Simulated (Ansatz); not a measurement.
# How fast does Ni move in Si?

Method: Ansatz, DFT LDA, scalar-relativistic, plane waves, PAW. (420 eV cutoff, 3×3×3 k-mesh, Gaussian smearing of 0.02 eV, no spin polarisation)

Host crystal, relaxed:

```xyz
2
Lattice="0.0000 2.7010 2.7010 2.7010 0.0000 2.7010 2.7010 2.7010 0.0000" Properties=species:S:1:pos:R:3 pbc="T T T"
Si    4.0515    4.0515    4.0515
Si    2.7010    2.7010    2.7010
```

In a supercell of 16 host sites, interstitial Ni hops to an equivalent place, moving 0.78 Å. Climbing-image nudged elastic band at fixed cell; the order of the saddle wasn't checked, and the small cell leaves errors of about a tenth of an eV. Both ends share most of their nearest neighbours, so the atom only shifts within one site or cage, and diffusion needs further steps that weren't computed.

```tsv
image	path (Å)	E − E(0) (eV)
0	0.00	0.000
1	0.34	0.028
2	0.68	0.067
3	1.02	0.028
4	1.37	0.000
```

Task: What are the barriers forward and back, and what attempt frequency does the shape suggest?

Result: Forward 0.07 eV, back 0.07 eV, the ends being level. For a sinusoidal profile E_b sin²(πx/l), with the Ni atom alone moving, ν = (1/l)√(E_b/2m) = 3.0×10¹² s⁻¹, within an order of magnitude of the customary 10¹³ s⁻¹; a true prefactor needs the vibrations at the minimum and at the saddle.

Task: With ν = 10¹³ s⁻¹, give the forward jump rate along this one path, the wait 1/k for that jump, the diffusivity D ≈ l²k and the distance √(Dt) covered in an hour at 300, 600 and 1000 K, taking the host as solid throughout.

Result: k = ν exp(−E_b/k_BT):
```
T (K) k (1/s) wait (s) D (cm²/s)  √(Dt) in 1 h (nm)
  300  7.5×10¹¹  1.3×10⁻¹²   4.6×10⁻⁵            4.1×10⁶
  600  2.7×10¹²  3.6×10⁻¹³   1.7×10⁻⁴            7.7×10⁶
 1000  4.6×10¹²  2.2×10⁻¹³   2.8×10⁻⁴            1.0×10⁷
```

D = l²k holds for six equivalent jumps in three dimensions (z l²k/6) and is a scale otherwise. Long-range transport needs a connected net of such jumps, and traps slow it. D is that of an interstitial already there. An error of 0.1 eV in the barrier changes k by a factor of 48 at 300 K and 3.2 at 1000 K.

Cost: 1 run of about 6.5 core-minutes, on Arm Neoverse V1 (shared hosts).